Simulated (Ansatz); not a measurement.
## Two states of MnCuAs

```yaml
crystal:
  lattice:
    - [3.75543, 0.00000, 0.00000]
    - [0.00000, 3.75543, 0.00000]
    - [0.00000, 0.00000, 6.54122]
  atoms:
    - { symbol: Mn, position: [0.00000, 0.50000, 0.35100] }
    - { symbol: Mn, position: [0.50000, 0.00000, 0.64900] }
    - { symbol: Cu, position: [0.00000, 0.00000, 0.00000] }
    - { symbol: Cu, position: [0.50000, 0.50000, 0.00000] }
    - { symbol: As, position: [0.00000, 0.50000, 0.72700] }
    - { symbol: As, position: [0.50000, 0.00000, 0.27300] }
```

Method: HSE06; PAW, plane waves to 420 eV, 5×5×3 Γ-centred mesh, methfessel-paxton occupations (width 0.0847 eV) (Ansatz 0.2.0), atoms fixed.

State A: Mn1 up, Mn2 down (collinear spin). State B: Mn1 up, Mn2 up (collinear spin).

Compare the two self-consistent states.

State A is lower by 56.0 meV an atom at zero smearing.

```csv
state,free energy (meV/atom),largest moment in a small sphere (μB),net moment (μB/cell),gap on mesh (eV),pressure (GPa),largest force (eV/Å)
A,0.0,4.13,0.00,metal,1.8,1.09
B,55.9,4.17,9.00,metal,2.9,1.33
```

Origin: a known structure type with other elements, at an estimated volume, so it need not be a known compound. Caveats: the k mesh is coarse if the cell is a metal; the exchange threshold is loose for a stress; the SCF threshold is loose for a stress.
